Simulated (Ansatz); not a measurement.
# PIr2: sound and stiffness along [100], [110] and [111]

Computed with DFT LDA, scalar-relativistic, plane waves, PAW (Ansatz 0.2.0). Plane waves to 420 eV; Γ-centred k mesh 14×14×14; Fermi-Dirac smearing of 0.15 eV. No spin polarisation.

Equilibrium structure at this level:
```cif
data_structure
_symmetry_space_group_name_H-M 'P 1'
_symmetry_Int_Tables_number 1
_cell_length_a 3.8937
_cell_length_b 3.8937
_cell_length_c 3.8937
_cell_angle_alpha 60.000
_cell_angle_beta 60.000
_cell_angle_gamma 60.000
_cell_volume 41.74
loop_
_atom_site_label
_atom_site_type_symbol
_atom_site_fract_x
_atom_site_fract_y
_atom_site_fract_z
_atom_site_occupancy
P1 P 0.00000 0.00000 0.00000 1
Ir1 Ir 0.25000 0.25000 0.25000 1
Ir2 Ir 0.75000 0.75000 0.75000 1
```

In a metal, frequencies and elastic constants depend on the k mesh and the smearing, soft modes and shear constants most. Spin–orbit coupling is left out, which can shift energies with elements as heavy as these.

With ions relaxed, on the cubic axes: C11 = 645.1, C12 = 152.1, C44 = 55.0 GPa. The density is 16.526 g/cm³.

Question: Is the crystal stable against strain, and how anisotropic is it?

Answer: Born's conditions hold: C11 + 2C12 = 949.3, C11 − C12 = 493.1 and C44 = 55.0 GPa are all positive. B = (C11 + 2C12)/3 = 316.4 GPa. The two shear moduli are C44 and C′ = (C11 − C12)/2 = 246.5 GPa, so Zener's ratio is A = C44/C′ = 0.22: the shear C44 is the soft one, as in NaCl, KCl, the halide perovskites and the bcc metals V, Nb, Cr and Mo. The Cauchy pressure C12 − C44 is 97.1 GPa; it would vanish for pair forces between atoms on inversion centres at zero pressure, and a positive value is usual with metallic or many-body binding, and where atoms off inversion centres relax under shear, which lowers C44.

Question: Give the sound speeds along the three symmetry directions.

Answer: The Christoffel equation gives ρv² for each branch:
```csv
direction,branch,ρv²,GPa,v (m/s)
[100],L,C11,645.1,6248
[100],T (×2),C44,55.0,1824
[110],L,(C11 + C12 + 2C44)/2,453.6,5239
[110],"T, u ∥ [001]",C44,55.0,1824
[110],"T, u ∥ [1-10]",(C11 − C12)/2,246.5,3862
[111],L,(C11 + 2C12 + 4C44)/3,389.7,4856
[111],T (×2),(C11 − C12 + C44)/3,182.7,3325
```

Question: How does Young's modulus depend on direction?

Answer: Inverting gives S11 = 1.703, S12 = -0.325, S44 = 18.195 TPa⁻¹. Along a unit vector (l, m, n), 1/E = S11 − 2(S11 − S12 − S44/2)(l²m² + m²n² + n²l²), where the last bracket is 0, 1/4 and 1/3 for [100], [110] and [111]: E = 587, 191 and 156 GPa. With A < 1 the cube edge is stiffest. For a film on (001), the biaxial modulus is C11 + C12 − 2C12²/C11 = 726 GPa and the normal strain is −2C12/C11 = -0.47 times the in-plane one.